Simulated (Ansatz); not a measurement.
Computed properties of Sn₃Ge

Sn₃Ge:
Space group P-4m2 (No. 115); a = b = 4.4724 Å, c = 6.3467 Å, α = β = γ = 90.00°

```csv
atom,site,symmetry,x,y,z
Ge,1a,-4m2,0.0000,0.0000,0.0000
Sn,2g,2mm.,0.5000,0.0000,0.2338
Sn,1c,-4m2,0.5000,0.5000,0.5000
```

Space group P-4m2 (No. 115); conventional cell a = b = 4.472 Å, c = 6.347 Å, α = β = γ = 90.00°.

Method: PBEsol (plane waves, PAW; program Ansatz). Geometry: relaxed at this level of theory. Other levels are named where they apply.

**Cell and energy**

Volume per atom: 31.74 Å³
Density: 5.61 g/cm³
Formation energy from the elements (no fitted shifts): 5.5 kJ/mol of atoms

**Electronic structure**

* **Electronic character**: metallic (no gap)
* **Density of states at the Fermi level**: 0.06 states/eV per atom (mean over ±0.08 eV)
* **Gap with spin–orbit coupling**: none (metallic)

**Mechanics**

- Bulk modulus (Birch–Murnaghan fit) = 46.3 GPa
- Pressure derivative B′ = 4.8

**Phonons**

- Highest zone-centre frequency: 209 cm⁻¹
- Zone-centre stability: no imaginary mode at Γ

The start of the workflow was typed in or built on a structure type; neither database checked (COD, Materials Project) lists it. Its standing as an ambient phase is unchecked. The cell was relaxed with PBEsol under the symmetry of its start. As this level gives no gap, phonon frequencies hold no LO–TO term and depend on the k-mesh and smearing (Fermi–Dirac, 0.1 eV here). The references are the lowest solids computed at this level, not always the standard phases. Scalar-relativistic: spin–orbit coupling is off unless named, which matters more the heavier the elements.

Potentials: the earlier of the program's two PAW sets. The files were generated under PBE; for other functionals the program regenerates the frozen cores, and for LDA and PBEsol the local potential too.
